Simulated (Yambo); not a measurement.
Optical response of WC

```
CELL_PARAMETERS angstrom
      2.91659     0.00000     0.00000
     -1.45829     2.52584     0.00000
      0.00000     0.00000     2.83944
ATOMIC_POSITIONS crystal
  C  0.66667 0.33333 0.50000
  W  0.00000 0.00000 0.00000
```

Yambo, RPA with local fields on PBEsol bands; 18×18×14 mesh, 33 bands, 4 Ry local-field block, 0.25 eV broadening; field along z.

```
E (eV)  Im ε  Im ε, independent particles
------  ----  ---------------------------
0.6     2.52                         2.56
1.0     5.44                         5.52
1.4     7.47                         7.62
1.8     12.0                         12.3
2.1     13.5                         13.9
2.5     18.4                         19.0
2.9     23.4                         24.0
3.2     22.6                         22.7
3.6     21.1                         20.5
4.0     16.8                         16.1
4.4     14.8                         14.2
4.8     15.5                         14.9
5.1     16.6                         16.1
5.5     15.3                         15.4
5.9     15.3                         15.6
6.2     13.2                         13.4
6.6     12.7                         12.9
7.0     14.7                         15.0
7.4     16.0                         16.3
7.8     13.2                         13.4
8.1     9.84                         9.96
8.5     7.26                         7.34
8.9     5.52                         5.59
9.2     5.24                         5.30
9.6     4.61                         4.65
10.0    4.29                         4.34
10.4    4.23                         4.27
10.8    4.25                         4.27
11.1    4.56                         4.59
11.5    5.14                         5.18
11.9    5.09                         5.04
12.2    5.09                         5.01
12.6    5.22                         5.15
13.0    4.78                         4.72
13.4    3.88                         3.84
13.8    3.55                         3.52
14.1    3.28                         3.34
14.5    3.45                         3.58
14.9    3.42                         3.60
15.2    2.69                         2.82
15.6    2.03                         2.10
16.0    1.65                         1.71
16.4    1.45                         1.49
16.8    1.39                         1.43
17.1    1.61                         1.66
17.5    1.50                         1.56
17.9    1.48                         1.57
18.2    1.41                         1.51
18.6    1.15                         1.23
19.0    1.12                         1.13
19.4    1.15                         1.22
19.8    1.11                         1.28
```

Only interband transitions are included: the Drude term is missing, so nothing below about 0.6 eV and no real part is shown. Peak heights and small wiggles depend on the k mesh.

Spin-orbit coupling is left out; for elements this heavy it splits bands near the Fermi level.

Geometry of the Materials Project entry, not relaxed at this level.
